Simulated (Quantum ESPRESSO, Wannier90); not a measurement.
## Wannier functions of Ti (hcp (Mg type))

Structure: Materials Project mp-46, symmetrised, not relaxed again. This is the element's usual structure. Computed values, not measurements, from PBEsol: Quantum ESPRESSO (norm-conserving PseudoDojo potentials, cutoff 68 Ry, no spin polarisation, no spin-orbit coupling) on a Γ-centred 12×12×8 mesh, then Wannier90. Density: 18×18×10 mesh, cold smearing 0.01 Ry.

On the energy scale of pw.x, whose zero is arbitrary, the Fermi level lies at 13.34 eV.

Input w.win:

```
num_bands = 6
num_wann = 6
exclude_bands = 1-2,9-37
num_iter = 1000
conv_tol = 1.0e-6
conv_window = 4
write_hr = true
write_u_matrices = true
auto_projections = true
begin unit_cell_cart
ang
    2.9357301045    0.0000000000    0.0000000000
   -1.4678650523    2.5424168492    0.0000000000
    0.0000000000    0.0000000000    4.6408600000
end unit_cell_cart
begin atoms_frac
Ti   0.3333333333 -0.3333333333  0.2500000000
Ti  -0.3333333333  0.3333333333 -0.2500000000
end atoms_frac
mp_grid = 12 12 8
begin kpoints
0.0000000000 0.0000000000 0.0000000000
0.0000000000 0.0000000000 0.1250000000
0.0000000000 0.0000000000 0.2500000000
... (1149 more lines: the 12x12x8 mesh through Gamma)
end kpoints
```

Input of pw2wannier90.x that gives the overlap and projection files (equivalent; here they were cut from one run over all bands):

```
&inputpp
  outdir = './out'
  prefix = 'pwscf'
  seedname = 'w'
  write_amn = .true.
  write_mmn = .true.
  atom_proj = .true.
  atom_proj_exclude = 1 5 6 7 8 9 10 11 15 16 17 18 19 20
/
```

Output w.wout (banner and timings cut):

```
                                    ------
                                    SYSTEM
                                    ------

                              Lattice Vectors (Ang)
                    a_1     2.935730   0.000000   0.000000
                    a_2    -1.467865   2.542417   0.000000
                    a_3     0.000000   0.000000   4.640860

                   Unit Cell Volume:      34.63868  (Ang^3)

                        Reciprocal-Space Vectors (Ang^-1)
                    b_1     2.140246   1.235672  -0.000000
                    b_2     0.000000   2.471343   0.000000
                    b_3     0.000000  -0.000000   1.353884

 *----------------------------------------------------------------------------*
 |   Site       Fractional Coordinate          Cartesian Coordinate (Ang)     |
 +----------------------------------------------------------------------------+
 | ti   1   0.33333  -0.33333   0.25000   |    1.46787  -0.84747   1.16021    |
 | ti   2  -0.33333   0.33333  -0.25000   |   -1.46787   0.84747  -1.16021    |
 *----------------------------------------------------------------------------*
                                ------------
                                K-POINT GRID
                                ------------

             Grid size = 12 x 12 x  8      Total points = 1152

 *---------------------------------- MAIN ------------------------------------*
 |  Number of Wannier Functions               :                 6             |
 |  Number of Objective Wannier Functions     :                 6             |
 |  Number of input Bloch states              :                 6             |
 |  Output verbosity (1=low, 5=high)          :                 1             |
 |  Timing Level (1=low, 5=high)              :                 1             |
 |  Optimisation (0=memory, 3=speed)          :                 3             |
 |  Length Unit                               :               Ang             |
 |  Post-processing setup (write *.nnkp)      :                 F             |
 |  Using Gamma-only branch of algorithms     :                 F             |
 *----------------------------------------------------------------------------*
 *------------------------------- WANNIERISE ---------------------------------*
 |  Total number of iterations                :              1000             |
 |  Number of CG steps before reset           :                 5             |
 |  Trial step length for line search         :             2.000             |
 |  Convergence tolerence                     :         0.100E-05             |
 |  Convergence window                        :                 4             |
 |  Iterations between writing output         :                 1             |
 |  Iterations between backing up to disk     :               100             |
 |  Write r^2_nm to file                      :                 F             |
 |  Write xyz WF centres to file              :                 F             |
 |  Write on-site energies <0n|H|0n> to file  :                 F             |
 |  Use guiding centre to control phases      :                 F             |
 |  Use phases for initial projections        :                 F             |
 *----------------------------------------------------------------------------*
 *-------------------------------- PLOTTING ----------------------------------*
 |  Plotting Hamiltonian in WF basis          :                 T             |
 *----------------------------------------------------------------------------*

       ... (k-mesh section left out)

 Starting a new Wannier90 calculation ...

 Reading overlaps from w.mmn

 Reading projections from w.amn

 *------------------------------- WANNIERISE ---------------------------------*
 +--------------------------------------------------------------------+<-- CONV
 | Iter  Delta Spread     RMS Gradient      Spread (Ang^2)            |<-- CONV
 +--------------------------------------------------------------------+<-- CONV

 ------------------------------------------------------------------------------
 Initial State
  WF centre and spread    1  (  1.467865, -0.847472,  1.160215 )     0.39830056
  WF centre and spread    2  (  1.467865, -0.847789,  1.160215 )     0.39772599
  WF centre and spread    3  (  1.467865, -0.847155,  1.160215 )     0.39772599
  WF centre and spread    4  ( -1.467865,  0.847472, -1.160215 )     0.39830056
  WF centre and spread    5  ( -1.467865,  0.847789, -1.160215 )     0.39772599
  WF centre and spread    6  ( -1.467865,  0.847155, -1.160215 )     0.39772599
  Sum of centres and spreads (  0.000000, -0.000000,  0.000000 )     2.38750508

      0     0.239E+01     0.0000000000        2.3875050953  <-- CONV
        O_D=      0.0000000 O_OD=      0.0002874 O_TOT=      2.3875051 <-- SPRD
 ------------------------------------------------------------------------------
      1    -0.745E-12     0.0000110623        2.3875050953  <-- CONV
        O_D=      0.0000000 O_OD=      0.0002874 O_TOT=      2.3875051 <-- SPRD
      2    -0.149E-11     0.0000110611        2.3875050953  <-- CONV
        O_D=      0.0000000 O_OD=      0.0002874 O_TOT=      2.3875051 <-- SPRD
      3    -0.223E-11     0.0000110585        2.3875050953  <-- CONV
        O_D=      0.0000000 O_OD=      0.0002874 O_TOT=      2.3875051 <-- SPRD
      4    -0.328E-08     0.0000110548        2.3875050920  <-- CONV
        O_D=      0.0000000 O_OD=      0.0002874 O_TOT=      2.3875051 <-- SPRD
             <<<     Delta < 1.000E-06  over  4 iterations     >>>
             <<< Wannierisation convergence criteria satisfied >>>
 Final State
  WF centre and spread    1  (  1.467865, -0.847472,  1.160215 )     0.39830080
  WF centre and spread    2  (  1.467865, -0.847789,  1.160215 )     0.39772585
  WF centre and spread    3  (  1.467865, -0.847155,  1.160215 )     0.39772589
  WF centre and spread    4  ( -1.467865,  0.847472, -1.160215 )     0.39830080
  WF centre and spread    5  ( -1.467865,  0.847789, -1.160215 )     0.39772585
  WF centre and spread    6  ( -1.467865,  0.847155, -1.160215 )     0.39772589
  Sum of centres and spreads (  0.000000, -0.000000,  0.000000 )     2.38750508

         Spreads (Ang^2)       Omega I      =     2.387217674
        ================       Omega D      =     0.000000025
                               Omega OD     =     0.000287392
    Final Spread (Ang^2)       Omega Total  =     2.387505092
```
